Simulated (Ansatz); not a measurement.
Sn:
```
CELL_PARAMETERS angstrom
      5.75333     3.32169     2.24512
     -5.75333     3.32169     2.24512
      0.00000    -6.64337     2.24512
ATOMIC_POSITIONS crystal
  Sn 0.05303 0.74101 0.55986
  Sn 0.94697 0.25899 0.44014
  Sn 0.55986 0.05303 0.74101
  Sn 0.44014 0.94697 0.25899
  Sn 0.74101 0.55986 0.05303
  Sn 0.25899 0.44014 0.94697
  Sn 0.71946 0.71946 0.71946
  Sn 0.28054 0.28054 0.28054
```

Relaxed with PBE. Special points in fractions of this cell's reciprocal vectors: Γ (0.000, 0.000, 0.000); L (0.500, 0.000, 0.000); T (0.500, -0.500, 0.500); P0 (0.243, -0.757, 0.243); P2 (0.243, 0.243, 0.243); F (0.500, -0.500, 0.000).

Problem. List the band energies nearest the Fermi level at these points for the program Ansatz at the PBE level (PAW).

Solution. In eV from the Fermi level; about four levels below and three above (degenerate sets whole), none deeper than 8.9 eV; points with the same levels are listed once.

```csv
k,below,above
Γ,-2.64 -2.64 -0.79 -0.79 -0.41,0.89 1.39 1.39
L,-0.93 -0.77 -0.50 -0.08,1.06 1.18 1.37
T,-1.93 -1.92 -1.92 -1.71,0.40 0.40 0.78
P0,-2.00 -2.00 -1.64 -1.64 -1.38,1.43 1.71 1.71
F,-1.52 -1.19 -1.09 -0.71,0.46 0.56 1.21
```

Space group R-3. The start of the workflow was typed in or built on a structure type; neither database checked (COD, Materials Project) lists it. It is not the phase usual at ambient conditions (space group No. 141). The cell was relaxed with PBE under the symmetry of its start; whether a distortion lowers the energy is not shown. Spin–orbit coupling is left out wherever it is not named.

Potentials: the earlier of the program's two PAW sets.
